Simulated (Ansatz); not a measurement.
Be2Re, in the lowest of the structures calculated here: P6₃/mmc (No. 194), hP12; a = b = 4.344 Å, c = 7.087 Å, α = β = 90.00°, γ = 120.00°; Be 2a (0.000, 0.000, 0.000); Be 6h (0.338, 0.169, 0.250); Re 4f (0.333, 0.667, 0.062). The numbers are results of PBEsol (plane waves to 420 eV, PAW, scalar-relativistic; Ansatz, a quantum-chemistry and plane-wave program), not measurements. Element references, the lowest calculated here: Be (P6₃/mmc), Re (P6₃/mmc).

Q: What is the computed formation energy of this P6₃/mmc form of Be2Re from the elements (PBEsol)?

A: -0.37 eV/atom.

Static energies, no anion corrections, no zero-point energy. Values are rounded to 0.01 eV/atom. Spin-orbit coupling is missing from these energies, which matters for elements this heavy. The compounds carry no spin polarisation.
